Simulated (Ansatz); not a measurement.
# InP with Bi replacing In: do the settings matter for the field gradients?

This input was run with Ansatz:

```yaml
crystal:
  lattice:
    - [0.0, 8.7915, 8.7915]
    - [8.7915, 0.0, 8.7915]
    - [8.7915, 8.7915, 0.0]
  atoms:
    - { symbol: Bi, position: [0.0, 0.0, 0.0] }
    - { symbol: In, position: [0.0, 0.0, 0.3333333333] }
    - { symbol: In, position: [0.0, 0.0, 0.6666666667] }
    - { symbol: In, position: [0.0, 0.3333333333, 0.0] }
    - { symbol: In, position: [0.0, 0.3333333333, 0.3333333333] }
    - { symbol: In, position: [0.0, 0.3333333333, 0.6666666667] }
    - { symbol: In, position: [0.0, 0.6666666667, 0.0] }
    - { symbol: In, position: [0.0, 0.6666666667, 0.3333333333] }
    - { symbol: In, position: [0.0, 0.6666666667, 0.6666666667] }
    - { symbol: In, position: [0.3333333333, 0.0, 0.0] }
    - { symbol: In, position: [0.3333333333, 0.0, 0.3333333333] }
    - { symbol: In, position: [0.3333333333, 0.0, 0.6666666667] }
    - { symbol: In, position: [0.3333333333, 0.3333333333, 0.0] }
    - { symbol: In, position: [0.3333333333, 0.3333333333, 0.3333333333] }
    - { symbol: In, position: [0.3333333333, 0.3333333333, 0.6666666667] }
    - { symbol: In, position: [0.3333333333, 0.6666666667, 0.0] }
    - { symbol: In, position: [0.3333333333, 0.6666666667, 0.3333333333] }
    - { symbol: In, position: [0.3333333333, 0.6666666667, 0.6666666667] }
    - { symbol: In, position: [0.6666666667, 0.0, 0.0] }
    - { symbol: In, position: [0.6666666667, 0.0, 0.3333333333] }
    - { symbol: In, position: [0.6666666667, 0.0, 0.6666666667] }
    - { symbol: In, position: [0.6666666667, 0.3333333333, 0.0] }
    - { symbol: In, position: [0.6666666667, 0.3333333333, 0.3333333333] }
    - { symbol: In, position: [0.6666666667, 0.3333333333, 0.6666666667] }
    - { symbol: In, position: [0.6666666667, 0.6666666667, 0.0] }
    - { symbol: In, position: [0.6666666667, 0.6666666667, 0.3333333333] }
    - { symbol: In, position: [0.6666666667, 0.6666666667, 0.6666666667] }
    - { symbol: P, position: [0.0833333333, 0.0833333333, 0.0833333333] }
    - { symbol: P, position: [0.0833333333, 0.0833333333, 0.4166666667] }
    - { symbol: P, position: [0.0833333333, 0.0833333333, 0.75] }
    - { symbol: P, position: [0.0833333333, 0.4166666667, 0.0833333333] }
    - { symbol: P, position: [0.0833333333, 0.4166666667, 0.4166666667] }
    - { symbol: P, position: [0.0833333333, 0.4166666667, 0.75] }
    - { symbol: P, position: [0.0833333333, 0.75, 0.0833333333] }
    - { symbol: P, position: [0.0833333333, 0.75, 0.4166666667] }
    - { symbol: P, position: [0.0833333333, 0.75, 0.75] }
    - { symbol: P, position: [0.4166666667, 0.0833333333, 0.0833333333] }
    - { symbol: P, position: [0.4166666667, 0.0833333333, 0.4166666667] }
    - { symbol: P, position: [0.4166666667, 0.0833333333, 0.75] }
    - { symbol: P, position: [0.4166666667, 0.4166666667, 0.0833333333] }
    - { symbol: P, position: [0.4166666667, 0.4166666667, 0.4166666667] }
    - { symbol: P, position: [0.4166666667, 0.4166666667, 0.75] }
    - { symbol: P, position: [0.4166666667, 0.75, 0.0833333333] }
    - { symbol: P, position: [0.4166666667, 0.75, 0.4166666667] }
    - { symbol: P, position: [0.4166666667, 0.75, 0.75] }
    - { symbol: P, position: [0.75, 0.0833333333, 0.0833333333] }
    - { symbol: P, position: [0.75, 0.0833333333, 0.4166666667] }
    - { symbol: P, position: [0.75, 0.0833333333, 0.75] }
    - { symbol: P, position: [0.75, 0.4166666667, 0.0833333333] }
    - { symbol: P, position: [0.75, 0.4166666667, 0.4166666667] }
    - { symbol: P, position: [0.75, 0.4166666667, 0.75] }
    - { symbol: P, position: [0.75, 0.75, 0.0833333333] }
    - { symbol: P, position: [0.75, 0.75, 0.4166666667] }
    - { symbol: P, position: [0.75, 0.75, 0.75] }
kpoints:
  mp_grid: { grid: [2, 2, 2] }
scf:
  occupations: { method: fermi_dirac, width: 0.01 }
hamiltonian:
  xc: r2scan
  pseudopotentials: { kind: paw }
output:
  forces: true
  stress: true
  populations: true
  efg:
    quadrupole_moments_barn: { Bi: -0.516, In: 0.772 }
    contact_densities: true
  write_density: true
  write_potential: true
  elf: true
  volumetric_format: npy
```

It converged. Of its output the block on the nuclei alone is shown, without the SCF iterations, energies, forces and stress (one atom of each set):

```
--- PAW observables at the nuclei: V_zz in 10²¹ V/m², potentials from the cell's mean, atoms counted from 1 ---
  atom   1  Bi V_zz =    -0.000000   η = 0.0000   by run symmetry: forbidden   C_q = +0.0000 MHz
            electrostatic potential = -17827.222378 V   contact ρ = 17899123.791134 e/Å³
  atom   2  In V_zz =    +1.281015   η = 0.7707   by run symmetry: allowed   C_q = +23.9126 MHz
            electrostatic potential = -7937.125509 V   contact ρ = 1132265.378426 e/Å³
  atom   5  In V_zz =    +0.048926   η = 0.0000   by run symmetry: allowed   C_q = +0.9133 MHz
            electrostatic potential = -7937.151804 V   contact ρ = 1132264.433301 e/Å³
  atom   9  In V_zz =    -0.051980   η = 0.0000   by run symmetry: allowed   C_q = -0.9703 MHz
            electrostatic potential = -7937.102934 V   contact ρ = 1132264.432108 e/Å³
  atom  15  In V_zz =    +0.122256   η = 0.5316   by run symmetry: allowed   C_q = +2.2821 MHz
            electrostatic potential = -7937.121288 V   contact ρ = 1132264.410901 e/Å³
  atom  28  P  V_zz =    +0.644947   η = 0.0000   by run symmetry: allowed
            electrostatic potential = -1495.131489 V   contact ρ = 15995.880535 e/Å³
  atom  29  P  V_zz =    +0.265980   η = 0.0728   by run symmetry: allowed
            electrostatic potential = -1495.067860 V   contact ρ = 15994.604934 e/Å³
  atom  33  P  V_zz =    +0.113501   η = 0.0479   by run symmetry: allowed
            electrostatic potential = -1495.008672 V   contact ρ = 15994.278707 e/Å³
  atom  41  P  V_zz =    -0.083020   η = 0.0000   by run symmetry: allowed
            electrostatic potential = -1495.030256 V   contact ρ = 15994.250058 e/Å³
  atom  54  P  V_zz =    +0.000000   η = 0.0000   by run symmetry: forbidden
            electrostatic potential = -1495.007602 V   contact ρ = 15994.238876 e/Å³
```

**Question.** Can these gradients be trusted, and how do they compare with a run on standard settings?

**Answer.** As results of these settings, within the limits told below. Against the standard input the change is `hamiltonian.xc`: pbe → r2scan. A site carries the number of its first atom; V_zz in 10²¹ V/m².

| site | atom | V_zz standard | η standard | V_zz here | η here |
| --- | --- | --- | --- | --- | --- |
| Bi | 1 | 0.00 | – | 0.00 | – |
| In2 | 2 | 1.77 | 0.37 | 1.28 | 0.77 |
| In5 | 5 | -0.18 | 0.00 | 0.049 | 0.00 |
| In9 | 9 | -0.19 | 0.00 | -0.052 | 0.00 |
| In15 | 15 | 0.18 | 0.73 | 0.12 | 0.53 |
| P28 | 28 | 1.75 | 0.00 | 0.64 | 0.00 |
| P29 | 29 | 0.52 | 0.10 | 0.27 | 0.07 |
| P33 | 33 | -0.16 | 0.76 | 0.11 | 0.05 |
| P41 | 41 | -0.046 | 0.00 | -0.083 | 0.00 |

The largest change of V_zz along a kept axis is on P28, from 1.75 to 0.64. Where |V_zz| stays above 0.1 and the axes keep their order, η moves most on In2, from 0.37 to 0.77. V_zz changes sign on In5 (same axis). On P33 the largest principal value lies along another axis in the second run, so the two V_zz can't be compared directly. Other sites without a gradient aren't listed. The cutoff that the program takes moves with it, from 420 to 500 eV. SCF iterations: 13 and 8. New warnings: slots ram shed.

On the reference run: The run isn't spin-polarised, and a state with spin may lie lower. The defect repeats with the cell of 54 atoms, so it feels its images: sites between two images don't show the values beside a lone defect, and zeros or small values of η there can come from the images' arrangement. The defect cell has no gap above 0.1 eV on its mesh, so the values can hang on the smearing and the k-mesh. Without spin–orbit coupling the gradients at and beside Bi can be off by some per cent, at some sites by more. The neighbours have not yet relaxed around the defect (largest force 1.7 eV/Å), so a real crystal will differ.
